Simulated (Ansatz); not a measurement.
Input and command of a calculation in Ansatz (plane waves; scalar-relativistic PAW potentials unless the input names others):

```yaml
crystal:
  lattice:
    - [0.0, 3.9410770712, 3.9410770712]
    - [3.9410770712, 0.0, 3.9410770712]
    - [3.9410770712, 3.9410770712, 0.0]
  atoms:
    - { symbol: Zr, position: [0.5, 0.5, 0.5] }
    - { symbol: Zr, position: [0.75, 0.75, 0.75] }
    - { symbol: Ta, position: [0.125, 0.125, 0.125] }
    - { symbol: Ta, position: [0.625, 0.125, 0.125] }
    - { symbol: Ta, position: [0.125, 0.125, 0.625] }
    - { symbol: Ta, position: [0.125, 0.625, 0.125] }
basis:
  ecutwfc: 420
kpoints:
  mp_grid: { grid: [1, 1, 1] }
hamiltonian:
  xc: pbe
scf:
  occupations: { method: gaussian, width: 0.1 }
  max_iter: 60
output:
  forces: true
  eigenvalues: true
  stress: true
relax:
  adjacent_minimum: "off"
  f_tol: 0.01
  max_steps: 80
  cell: { stress_tol: 0.05 }
```

```bash
ansatz run input.yaml --threads 1 --pin off --max-ram 2560MiB --backend cpu --events-out ev --progress --plain --runs-dir out
```

Abridged log:
```
Basis set: ecut = 420 eV, 2421 PW (Γ), exchange–correlation on 80×80×80 points (8 copies of the dense FFT grid, shifted against one another)
Bands: 46, of which v1, the nominal top of the filled ones, is band 38 counted from 1 (37 counted from 0)
Symmetry: 48 space group operations
k-points: 1
SCF iter   1: F=—  HF=-48102.240265 eV  |F-HF|=—  |Δ(HF+E_count)|=         —  Δρ=3.08e-2  dr2=2.44e0  ethr=1.77e-3  ⟨swp⟩=8.0  Hψ=175  notcnv=0
SCF iter   2: F=—  HF=-48101.842086 eV  |F-HF|=—  |Δ(HF+E_count)|=   3.98e-1  Δρ=1.89e-2  dr2=7.89e-1  ethr=1.77e-3  ⟨swp⟩=3.0  Hψ=66  notcnv=0
SCF iter   3: F=—  HF=-48101.652641 eV  |F-HF|=—  |Δ(HF+E_count)|=   1.89e-1  Δρ=3.33e-3  dr2=1.53e-2  ethr=1.04e-3  ⟨swp⟩=3.0  Hψ=66  notcnv=0  defer=1
SCF iter   4: F=—  HF=-48101.650145 eV  |F-HF|=—  |Δ(HF+E_count)|=   2.50e-3  Δρ=4.88e-4  dr2=2.29e-4  ethr=2.01e-5  ⟨swp⟩=2.0  Hψ=69  notcnv=0  defer=1
SCF iter   5: F=—  HF=-48101.650171 eV  |F-HF|=—  |Δ(HF+E_count)|=   2.60e-5  Δρ=4.95e-5  dr2=1.84e-6  ethr=3.01e-7  ⟨swp⟩=2.0  Hψ=78  notcnv=0  defer=1
SCF iter   6: F=—  HF=-48101.650184 eV  |F-HF|=—  |Δ(HF+E_count)|=   1.28e-5  Δρ=1.10e-5  dr2=2.26e-7  ethr=1.32e-10  ⟨swp⟩=11.0  Hψ=217  notcnv=0
SCF iter   7: F=-48101.650184 eV  HF=-48101.650184 eV  |F-HF|=8.00e-11  |Δ(HF+E_count)|=   1.01e-8  Δρ=1.75e-6  dr2=3.29e-9  ethr=1.32e-10  ⟨swp⟩=4.0  Hψ=138  notcnv=0
SCF 1 converged in 7 iterations: F = -48101.650184 eV  dr2 = 3.29e-9
relax step   1: F+E_penalty+E_count = -48101.65018400 eV  Δ(F+E_penalty+E_count) = +0.000e0 eV  max|allowed force component| = 2.581e-24 eV/Å  Δτ_max = 0.0000 Å  P = -15.515 GPa  Ω = 122.426 Å³  (7 SCF iters, dr2 threshold 1.00e-7 eV, accepted)
Crystal: 6 atoms, lattice volume = 105.380 Å³
Basis set: ecut = 420 eV, 2085 PW (Γ), exchange–correlation on 80×80×80 points (8 copies of the dense FFT grid, shifted against one another)
Initial density: handed on by an earlier stage of this run
Initial wavefunctions: those handed on with the density
SCF iter   1: F=—  HF=-48102.027573 eV  |F-HF|=—  |Δ(HF+E_count)|=         —  Δρ=6.74e-3  dr2=3.90e-2  ethr=4.80e-5  ⟨swp⟩=2.0  Hψ=232  notcnv=0
   ...
SCF iter   6: F=-48102.241445 eV  HF=-48102.241445 eV  |F-HF|=1.46e-11  |Δ(HF+E_count)|=    0.00e0  Δρ=7.93e-9  dr2=1.13e-13  ethr=1.00e-12  ⟨swp⟩=1.0  Hψ=46  notcnv=0
SCF iter   7: F=-48102.241445 eV  HF=-48102.241445 eV  |F-HF|=7.28e-12  |Δ(HF+E_count)|=  7.28e-12  Δρ=1.12e-9  dr2=1.88e-15  ethr=1.00e-12  ⟨swp⟩=1.0  Hψ=96  notcnv=0
SCF 5 converged in 7 iterations: F = -48102.241445 eV  dr2 = 1.88e-15
relax step   5: F+E_penalty+E_count = -48102.24144491 eV  Δ(F+E_penalty+E_count) = -1.036e-5 eV  max|allowed force component| = 8.835e-28 eV/Å  Δτ_max = 0.0000 Å  P = -0.001 GPa  Ω = 111.239 Å³  energy of the carried Pulay correction = +2.277e-3 eV  (7 SCF iters, dr2 threshold 6.32e-9 eV, accepted)
Initial wavefunctions: pseudopotential atomic-orbital guess (no wavefunctions were taken with the density)
SCF iter   1: F=—  HF=-48102.238715 eV  |F-HF|=—  |Δ(HF+E_count)|=         —  Δρ=1.77e-4  dr2=3.65e-6  ethr=2.31e-8  ⟨swp⟩=4.0  Hψ=308  notcnv=0
SCF iter   2: F=—  HF=-48102.238724 eV  |F-HF|=—  |Δ(HF+E_count)|=   9.24e-6  Δρ=9.27e-5  dr2=9.97e-7  ethr=4.81e-9  ⟨swp⟩=1.0  Hψ=46  notcnv=0
SCF iter   3: F=—  HF=-48102.238726 eV  |F-HF|=—  |Δ(HF+E_count)|=   1.94e-6  Δρ=2.63e-6  dr2=2.90e-9  ethr=1.31e-9  ⟨swp⟩=2.0  Hψ=75  notcnv=0
SCF iter   4: F=—  HF=-48102.238726 eV  |F-HF|=—  |Δ(HF+E_count)|=   2.65e-9  Δρ=7.10e-7  dr2=2.76e-10  ethr=3.81e-12  ⟨swp⟩=2.0  Hψ=81  notcnv=0
SCF iter   5: F=-48102.238726 eV  HF=-48102.238726 eV  |F-HF|=0.00e0  |Δ(HF+E_count)|=    0.00e0  Δρ=8.72e-8  dr2=4.92e-12  ethr=1.00e-12  ⟨swp⟩=1.0  Hψ=46  notcnv=0
SCF iter   6: F=-48102.238726 eV  HF=-48102.238726 eV  |F-HF|=2.18e-11  |Δ(HF+E_count)|=    0.00e0  Δρ=1.58e-8  dr2=1.75e-13  ethr=1.00e-12  ⟨swp⟩=3.0  Hψ=137  notcnv=0
SCF 6 converged in 6 iterations: F = -48102.238726 eV  dr2 = 1.75e-13
SCF converged after 6 iterations
Free energy (F): -48102.238726 eV
Harris-Foulkes:  -48102.238726 eV  (|F-HF|=2.18e-11)
Internal energy: -48102.084463 eV  (E = F + TS)
E sigma→0 (E₀):  -48102.161595 eV
Entropy (-TS):   -0.154262 eV (-25.710 meV/atom)
Fermi energy:    18.656160 eV
--- Forces (eV/Å), atoms counted from 1 ---
  atom   1  Zr     0.00000000     0.00000000     0.00000000
  atom   2  Zr     0.00000000     0.00000000     0.00000000
  atom   3  Ta     0.00000000     0.00000000     0.00000000
  atom   4  Ta     0.00000000     0.00000000     0.00000000
  atom   5  Ta     0.00000000     0.00000000     0.00000000
  atom   6  Ta     0.00000000     0.00000000     0.00000000
--- Stress (GPa, compression-positive) ---
       -0.019877       0.000000       0.000000
        0.000000      -0.019877       0.000000
        0.000000       0.000000      -0.019877
  P = ⅓ Tr σ = -0.0199 GPa (-0.199 kbar)
--- Relaxed structure (5 steps of the walk, 5 accepted, 1 SCFs on fresh bases) ---
  F+E_penalty+E_count = -48102.23872582 eV   max|allowed force component| = 3.166e-25 eV/Å   (the final SCF, on the basis selected at the relaxed cell)
  cell:  # Å, volume = 111.2389 Å³
    - [0.0, 3.81717646, 3.81717646]
    - [3.81717646, 0.0, 3.81717646]
    - [3.81717646, 3.81717646, 0.0]
  atoms:
    - { symbol: Zr, position: [0.5, 0.5, 0.5] }
    - { symbol: Zr, position: [0.74999999, 0.74999999, 0.74999999] }
    - { symbol: Ta, position: [0.125, 0.125, 0.125] }
    - { symbol: Ta, position: [0.62499999, 0.125, 0.125] }
    - { symbol: Ta, position: [0.125, 0.125, 0.62499999] }
    - { symbol: Ta, position: [0.125, 0.62499999, 0.125] }
```

Q: What is wrong with this input?

A: The fault is one k-point for a small cell (kpoints.mp_grid.grid: [8, 8, 8] → [1, 1, 1], the first being the value of the sound run). Setting it back cures it. The run converged all the same, with an energy at zero smearing 986 meV/atom below the reference's, a relaxed volume of 18.54 Å³/atom, pressure -0.02 GPa, largest force 0.000 eV/Å, no gap on the mesh, so convergence alone doesn't show that an input is right. A reference run from the same start on usual settings converged, and the end of its own relaxation has a relaxed volume of 20.36 Å³/atom, pressure 0.00 GPa, largest force 0.000 eV/Å, no gap on the mesh.

The run took 5.6 s on 1 thread of Arm Neoverse V1, on a shared host, peak memory 0.33 GiB.